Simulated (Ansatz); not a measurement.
Ti:
```yaml
crystal:
  lattice:
    - [4.56821, 0.00000, 0.00000]
    - [-2.28410, 3.95619, 0.00000]
    - [0.00000, 0.00000, 2.82429]
  atoms:
    - { symbol: Ti, position: [0.00000, 0.00000, 0.00000] }
    - { symbol: Ti, position: [0.33333, 0.66667, 0.50000] }
    - { symbol: Ti, position: [0.66667, 0.33333, 0.50000] }
```

Relaxed with r²SCAN.

### Question
Map the valence electron density (e/Å³), cut off at 4 on the plane through (0.000, 0.000, 0.000) spanned by u = [0, 0, 1] and v = [1, -1, 0] in lattice vectors, from DFT-r²SCAN in the program Ansatz with PAW potentials.

### Answer
x is the fraction of u, y of v (the angle between them is 90°; rows are the nearest grid lines); atoms in the plane: Ti at (0.00, 0.00), Ti at (0.50, 0.33), Ti at (0.50, 0.67).
```
|99994100000149999|
|99962000000026999|
|87520000000002578|
|00000000000000000|
|00000000000000000|
|00000001110000000|
|00000135653100000|
|00003999999930000|
|00014999999941000|
|00001379997310000|
|00000123432100000|
|00000000000000000|
|00000000000000000|
|00000123432100000|
|00001379997310000|
|00014999999941000|
|00003999999930000|
|00000135653100000|
|00000001110000000|
|00000000000000000|
|00000000000000000|
|87520000000002578|
|99962000000026999|
|99994100000149999|
```
Scale: ten equal steps from 0.174 (start of '0') to 4.00 (end of '9'), in the order '0123456789'; x runs from 0.000 to 1.00, y from 0.000 (bottom) to 1.00 (top).

The density is the valence pseudo-density with augmentation charge, so density and ELF within about 1 Å of a nucleus are not all-electron values.

Space group P6/mmm. This is a known high-pressure phase of the composition, computed here at zero pressure and temperature. Symmetry was held in the r²SCAN relaxation; of distortions, only those at the zone centre were tested. The run is not spin-polarised.

Potentials: the later of the program's two PAW sets.
